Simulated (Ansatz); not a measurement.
This cell of SiC (wurtzite) is off equilibrium:

```yaml
crystal:
  lattice:
    - [3.07531, 0.00000, 0.00000]
    - [-1.53765, 2.66329, 0.00000]
    - [0.00000, 0.00000, 5.04816]
  atoms:
    - { symbol: Si, position: [0.66667, 0.33333, 0.00050] }
    - { symbol: Si, position: [0.33333, 0.66667, 0.50050] }
    - { symbol: C, position: [0.66667, 0.33333, 0.62470] }
    - { symbol: C, position: [0.26700, 0.61811, 0.09908] }
```

Computed with r2SCAN (plane waves to 500 eV, PAW, scalar-relativistic; Ansatz, an electronic-structure program). k mesh 10×10×5 (Γ-centred), Fermi-Dirac smearing 0.05 eV. E stands for the smeared free energy. Compression counts positive. SiC was relaxed with its symmetry unable to fall.

**Question.** What forces act on the atoms (eV/Å, Cartesian)?

**Answer.** 
| atom | Fx | Fy | Fz |
|---|---|---|---|
| Si1 | -4.225 | -2.984 | -1.859 |
| Si2 | -0.350 | -0.338 | -0.681 |
| C3 | -0.048 | -0.029 | -0.849 |
| C4 | 4.623 | 3.351 | 3.388 |

**Question.** Give the stress tensor in GPa and the pressure.

**Answer.** 
```
   14.4      8.6      5.0
    8.6     -0.1      2.9
    5.0      2.9     -1.1
```
The pressure, a third of the trace, is 4.4 GPa.

**Question.** In it atom 4 sits (-0.129, -0.129, -0.129) Å away from its relaxed site. What is its energy relative to the relaxed cell?

**Answer.** 664 meV/cell.

(For displaced atoms, the force is minus the slope of the energy, and its curvature is a force constant, which sets phonon frequencies.)
